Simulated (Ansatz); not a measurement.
BeSe (zinc blende, F-43m), DFT-LDA in the program Ansatz with PAW potentials: ε∞ = 6.12, cell volume 32.80 Å³. Infrared-active transverse modes:

```
ω_TO (cm⁻¹)  oscillator strength S_xx (e²/amu)
-----------  ---------------------------------
522.0                                   0.2722
```

Compute the static dielectric constant.

Each mode adds (4.921e7/V) S/ω²: 1.50. So ε0 = 7.61.

What LO frequency does the Lyddane–Sachs–Teller relation give?

ω_LO = ω_TO √(ε0/ε∞) = 583 cm⁻¹.

The LDA relaxation kept the symmetry of its start; phonons on a q-mesh show no instability. Scalar-relativistic: spin–orbit coupling is off unless named, which matters more the heavier the elements.

Potentials: the later of the program's two PAW sets.
